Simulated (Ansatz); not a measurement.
The relaxed structure here is a generated cell of CdAu: the first start was made by placing the elements on the sites of a structure type, and the end was not matched to a known phase here, so it may be hypothetical.

One starting cell of CdAu (a generated cell, CdAu built in the AFLOW prototype AB_hR6_160_3a_3a (as in SiC)) was relaxed twice with Ansatz (plane waves, PAW, scalar-relativistic): with PBEsol at 420 eV and with PBE at 420 eV. The PBEsol result:

```yaml
crystal:
  lattice:
    - [2.24521, 1.29627, 7.40451]
    - [-2.24521, 1.29627, 7.40451]
    - [0.00000, -2.59255, 7.40451]
  atoms:
    - { symbol: Au, position: [0.97469, 0.97469, 0.97469] }
    - { symbol: Au, position: [0.23314, 0.23314, 0.23314] }
    - { symbol: Au, position: [0.72567, 0.72567, 0.72567] }
    - { symbol: Cd, position: [0.10968, 0.10968, 0.10968] }
    - { symbol: Cd, position: [0.35558, 0.35558, 0.35558] }
    - { symbol: Cd, position: [0.85124, 0.85124, 0.85124] }
```

```tsv
quantity	PBEsol	PBE
space group	R3m	R3m
volume (Å³/atom)	21.55	23.15
a (Å)	4.490	4.604
c (Å)	22.214	22.693
gap (eV, no spin-orbit coupling)	0.00	0.00
```

Both levels end in the same structure; PBE's volume is 7.4 % larger. Neither column is exact.

No spin polarisation in the result.

The run could not lose the symmetry of its start: the end is stationary, and may be a saddle point rather than a minimum.

Ansatz is a first-principles code.
